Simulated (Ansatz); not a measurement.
Na₂CO₃:
Space group C2/m (No. 12); a = 8.8110 Å, b = 5.2757 Å, c = 5.9512 Å, α = 90.00°, β = 103.07°, γ = 90.00°

```
atom  site  symmetry       x       y       z
----  ----  --------  ------  ------  ------
Na      4i         m  0.3311  0.0000  0.2598
Na      2a       2/m  0.0000  0.0000  0.0000
Na      2c       2/m  0.5000  0.5000  0.5000
C       4i         m  0.1638  0.5000  0.2494
O       4i         m  0.2874  0.5000  0.1685
O       8j         1  0.1016  0.2892  0.2912
```
(The calculation used a cell of 12 atoms; values per cell refer to that cell.)

Relaxed with r²SCAN. The program Ansatz at the r²SCAN level (PAW) gives a gap of 4.84 eV.

### Question
What gap does HSE06 give on the same cell (Ansatz, PAW)?

### Answer
6.01 eV, 1.17 eV more. The hybrid was solved on a coarser mesh and at special points; its gap is the smallest among all of these.

Cost on shared cores: the r²SCAN run (SCF on a 6×6×5 mesh, then bands and DOS) about 5 core-minutes (a rough figure), the HSE06 run (SCF on 4×4×3, then a few points) about 4 core-minutes (a rough figure); the tasks are unlike.

The workflow started from a Materials Project entry (that database holds measured and hypothetical structures alike); the Crystallography Open Database files this formula in space group No. 12, but the cells were not matched. Its standing as an ambient phase is unchecked. The r²SCAN relaxation kept the symmetry of its start; whether a distortion lowers the energy is not shown.

Potentials: the later of the program's two PAW sets.
